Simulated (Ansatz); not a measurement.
AlAg:
```
AlAg
1.0
    0.00000     2.70363     2.70363
    2.70363     0.00000     2.70363
    2.70363     2.70363     0.00000
Ag Al
1 1
Cartesian
  0.00000   0.00000   0.00000
  2.70363   2.70363   2.70363
```

Relaxed with PBE. Special points in fractions of this cell's reciprocal vectors: Γ (0.000, 0.000, 0.000); X (0.500, 0.000, 0.500); U (0.625, 0.250, 0.625); K (0.375, 0.375, 0.750); L (0.500, 0.500, 0.500); W (0.500, 0.250, 0.750).

Task: List the band energies nearest the Fermi level at these points for PBE with spin–orbit coupling in the plane-wave PAW code Ansatz.

Result: In eV from the Fermi level; about four levels below and three above (degenerate sets whole), none deeper than 8.9 eV; points with the same levels are listed once.

```csv
k,below,above
Γ,-5.06 -5.06 -5.06 -5.06 -5.04 -5.04,4.21 4.21 4.41 4.41 4.41 4.41
X,-3.02 -3.02 -1.98 -1.98,0.76 0.76 0.92 0.92
U,-1.95 -1.95 -1.74 -1.74,1.86 1.86 4.56 4.56
L,-4.72 -4.72 -3.05 -3.05,5.35 5.35 5.62 5.62
W,-1.27 -1.27 -1.19 -1.19,8.22 8.22 8.69 8.69
```

Space group Fm-3m (rock salt). The start of the workflow was typed in or built on a structure type; neither database checked (COD, Materials Project) lists it. Whether it is the stable phase at ambient conditions was not checked. Symmetry was held in the PBE relaxation; its stability against distortions is not shown here. No spin polarisation was allowed. The volume moved by 24 % from the start of the relaxation. Its formation energy is positive at this level, so the cell may be metastable or incomplete.

Potentials: the earlier of the program's two PAW sets.
